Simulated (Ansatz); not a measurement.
A scan (energy against volume; even scaling of the relaxed cell, symmetry kept) gave these values. Computed with PBEsol (plane waves to 420 eV, PAW, scalar-relativistic; Ansatz, a program for electronic structure).

- Bulk modulus B₀ (third-order Birch-Murnaghan fit): 52.0 GPa
- Pressure derivative B₀′ (fit): 4.7
- Equilibrium volume of the fit: 28.12 Å³/atom

Task: Of these crystals, all scanned alike, which one is it?
(A) KTaO₃ (cubic perovskite)
(B) ZnS (zinc blende)
(C) CdSe (zinc blende)

Result: C, CdSe (zinc blende). The others have, for the bulk modulus: ZnS 78.9 GPa, KTaO3 203 GPa

All were relaxed with their symmetry unable to fall. KTaO3 is run without spin polarisation. Spin-orbit coupling is left out.

(Under strain, the slope of the energy per volume gives the stress and its curvature an elastic modulus.)
